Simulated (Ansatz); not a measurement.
La3Tl, DFT, LDA, PAW with Ansatz's default frozen-core files, scalar-relativistic (Ansatz 0.2.0), run on 1 thread of AMD EPYC 7R43 64-Core Processor (Zen 3) on a shared host.

The cell comes from COD entry 1522573, which wasn't checked; take it as a given geometry. The listed cell was then made from it by scaling, straining or moving an atom.

Command: `ansatz run input.yaml --threads 1 --pin off --max-ram 4096MiB --backend cpu --events-out ev --progress --plain --runs-dir out`

```yaml
crystal:
  lattice:
    - [5.0768107547, 0.0, 0.0]
    - [0.0, 5.0768107547, 0.0]
    - [0.0, 0.0, 5.0768107547]
  atoms:
    - { symbol: La, position: [0.0, 0.5, 0.5] }
    - { symbol: La, position: [0.5, 0.0, 0.5] }
    - { symbol: La, position: [0.5, 0.5, 0.0] }
    - { symbol: Tl, position: [0.0, 0.0, 0.0] }
kpoints:
  mp_grid: { grid: [8, 8, 8] }
scf:
  occupations: { method: fermi_dirac, width: 0.08 }
hamiltonian:
  xc: lda
  pseudopotentials: { kind: paw }
output:
  forces: true
  stress: true
  eigenvalues: true
  efg: { contact_densities: true }
```

(1) How large is the problem that the program sets up?

(2) About how long does it take, and how much memory does it use?

(3) And the same cell and mesh by crystal-made all-electron datasets, asked for forces, stress, eigenvalues, efg, on the same hardware?

## Answers

(1) 35 irreducible k-points, 2517 plane waves at Γ, 28 bands.

(2) 8.7 s of wall time for 7 SCF iterations, with a peak of 0.5 GiB. Times on shared machines scatter by tens of per cent.

(3) 31 s, peak memory 0.9 GiB.
